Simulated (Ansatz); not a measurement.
MgO (CsCl type, Pm-3m), the program Ansatz at the PBE level (PAW), all energies at zero smearing, with the estimated change up to a 700 eV cutoff added, with one set of potentials and settings (totals compare only within such a set). Cell of 2 atoms (1 Mg, 1 O): -2492.643 eV.

| element | reference phase | E (eV/atom) |
|---|---|---|
| Mg | P6_3/mmc, 2 atoms in the cell | -1923.8026 |
| O | C2/m, 4 atoms in the cell, spin-polarised | -565.0000 |

Formation energy per atom, worked out: (-2492.643 − 1×(-1923.8026) − 1×(-565.0000))/2 = -1.920 eV/atom (-185 kJ per mol of atoms), at 0 K, without zero-point energy or fitted corrections.

This is a known high-pressure phase of the composition, computed here at zero pressure and temperature. The cell was relaxed with PBE under the symmetry of its start; its stability against distortions is not shown here. The references are the lowest solids computed at this level, not always the standard phases (solids in place of the gases).

Potentials: the later of the program's two PAW sets.
